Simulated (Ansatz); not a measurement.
NaLiCdS2:
```
CELL_PARAMETERS angstrom
      4.09305     0.00000     0.00000
     -2.04652     3.54468     0.00000
      0.00000     0.00000     6.91625
ATOMIC_POSITIONS crystal
  Na 0.33333 0.66667 0.97329
  Li 0.66667 0.33333 0.66273
  Cd 0.00000 0.00000 0.38039
  S  0.66667 0.33333 0.24310
  S  0.00000 0.00000 0.74049
```

Relaxed with PBEsol.

Q: Give the Bader charges and basin volumes of the independent atoms, PBEsol in the plane-wave PAW code Ansatz.

A: 

```csv
atom,Bader charge (e),Bader volume (Å³)
Na1,+0.84,9.5
Li2,+0.87,3.8
Cd3,+0.71,20.8
S4,-1.04,30.4
S5,-1.39,35.8
```

Space group P3m1. The first step of the workflow began from a Materials Project structure, measured or hypothetical; the Crystallography Open Database copy checked does not list it. Its standing as an ambient phase is unchecked. The PBEsol relaxation kept the symmetry of its start; whether a distortion lowers the energy is not shown.

Potentials: the later of the program's two PAW sets.
